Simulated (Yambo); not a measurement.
TlBr (CsCl type, space group Pm-3m, No. 221), G0W0@LDA in Yambo; all else as in the reference (4×4×4 Γ-centred k mesh, 143 bands and a 10 Ry block in the screening, 143 bands in G with the Bruneval-Gonze terminator, plasmon pole fitted at 27.2 eV). One parameter is varied: the cutoff of the exchange sum, over 5, 10, 20, 40, 62 Ry.

From which value on does the gap X → X stay within 0.05 eV of the largest setting?

From 10 Ry on.
```
cutoff of the exchange sum (Ry)  G0W0 gap (eV)  valence shift (eV)
-------------------------------  -------------  ------------------
5                                         2.64               -0.49
10                                        3.00               -0.99
20                                        3.02               -1.04
40                                        3.02               -1.04
62                                        3.02               -1.04
```
The last step of the sweep still moves the gap by 0 meV; the other settings are held fixed.

The standard potential for Tl keeps a d shell in the valence without the s and p states of that shell. In tests on such compounds this moved G0W0 gaps by up to about 0.9 eV, so absolute quasiparticle energies here are unreliable; differences between settings are what counts.

Spin-orbit coupling is not included.

Geometry of the Materials Project entry, not relaxed at this level; primitive cell a = 3.9999 Å, b = 3.9999 Å, c = 3.9999 Å, α = 90.00°, β = 90.00°, γ = 90.00°.

A shift is the quasiparticle energy of the state minus its LDA energy.
